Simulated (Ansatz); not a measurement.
Ta2Si in space group I4/mcm (No. 140; Ta on 8h, Si on 4a), the program Ansatz at the r²SCAN level (PAW), all energies at zero smearing, with the estimated change up to a 700 eV cutoff added, with one set of potentials and settings (totals compare only within such a set). Cell of 6 atoms (4 Ta, 2 Si): -41059.087 eV.

```
element             reference phase  E (eV/atom)
-------  --------------------------  -----------
Ta       Im-3m, 1 atoms in the cell   -9944.3222
Si       Fd-3m, 2 atoms in the cell    -639.0667
```

Formation energy per atom, worked out: (-41059.087 − 4×(-9944.3222) − 2×(-639.0667))/6 = -0.611 eV/atom (-59 kJ per mol of atoms), at 0 K, without zero-point energy or fitted corrections.

The first step of the workflow began from a Materials Project structure, measured or hypothetical; the Crystallography Open Database copy checked does not list it. Whether it is the stable phase at ambient conditions was not checked. The r²SCAN relaxation kept the symmetry of its start; its stability against distortions is not shown here. The run is not spin-polarised. The references are the lowest solids computed at this level, not always the standard phases. Scalar-relativistic: spin–orbit coupling is off unless named, which matters more the heavier the elements.

Potentials: the later of the program's two PAW sets.
